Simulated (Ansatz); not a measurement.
# Profile along the C–Ti line in TiC (rock salt)

TiC (rock salt)

Space group Fm-3m (No. 225); a = b = c = 4.3330 Å, α = β = γ = 90.00°

```json
[
 {"atom": "C", "site": "4a", "symmetry": "m-3m", "x": "0.0000", "y": "0.0000", "z": "0.0000"},
 {"atom": "Ti", "site": "4b", "symmetry": "m-3m", "x": "0.5000", "y": "0.5000", "z": "0.5000"}
]
```
(The calculation used a cell of 2 atoms; values per cell refer to that cell.)

Fields along a shortest C–Ti line of a {100} plane (2.17 Å), from C to Ti, interpolated on the slice's grid (step about 0.1 Å). These are PBE (plane waves to 420 eV, PAW, scalar-relativistic; Ansatz, a program for electronic structure) values and carry that method's errors. k mesh 18×18×18. Near the nuclei the fields are pseudised (PAW); where an atom keeps semicore shells as valence, they peak there. TiC is run without spin polarisation. TiC was relaxed with its symmetry unable to fall.

```
distance from C (Å)  valence electron density (e/Å³)  electron localisation function
-------------------  -------------------------------  ------------------------------
0.00                                            1.66                               x
0.22                                            1.73                               x
0.43                                            1.55                            0.59
0.65                                            1.05                            0.78
0.87                                            0.65                            0.68
1.08                                            0.51                            0.28
1.30                                            0.83                            0.30
1.52                                            2.85                            0.65
1.74                                            6.74                            0.59
1.95                                            9.56                               x
2.17                                           10.13                               x
```

x: too close to a nucleus for the ELF to mean much.

Density on the C–Ti line (2.17 Å) at its midpoint: 0.51 e/Å³. ELF at that point: 0.28.
